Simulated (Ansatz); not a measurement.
Space group Fm-3m (No. 225). a = 5.548 Å, b = 5.548 Å, c = 5.548 Å, α = 90.00°, β = 90.00°, γ = 90.00°
| atom | site | symmetry | x | y | z |
| --- | --- | --- | --- | --- | --- |
| P | 4a | m-3m | 0.0000 | 0.0000 | 0.0000 |
| Ir | 8c | -43m | 0.2500 | 0.7500 | 0.7500 |

Equation of state of this PIr2 structure (not necessarily the ground state), with shape and atoms relaxed at each volume where symmetry leaves them free. It has no gap at any of these volumes. Computed with DFT r2SCAN, scalar-relativistic, plane waves, PAW (Ansatz 0.2.0).

Plane waves to 500 eV, a k mesh through Γ of 14×14×14 on the computed 3-atom cell and Gaussian smearing (0.10 eV); no spin polarisation.

| V (Å³/atom) | E − E(largest V) (meV/atom) | P (GPa) |
| --- | --- | --- |
| 12.521 | 136.60 | 52.61 |
| 12.948 | 19.53 | 35.79 |
| 13.375 | -56.47 | 21.70 |
| 13.802 | -98.05 | 9.89 |
| 14.228 | -110.79 | -0.01 |
| 14.655 | -99.38 | -8.28 |
| 15.082 | -67.79 | -15.19 |
| 15.651 | 0.00 | -22.63 |

Task: Fit a third-order Birch–Murnaghan equation to E(V).

Result: V0 = 14.23 Å³/atom, B0 = 301 GPa, B0' = 4.9.

Spin-orbit coupling is left out, which matters for the bands of heavy elements.

Cost: 8 runs of about 4 core-minutes in all, on Intel Xeon Processor @ 2.50GHz (Skylake/Cascade Lake) (shared hosts).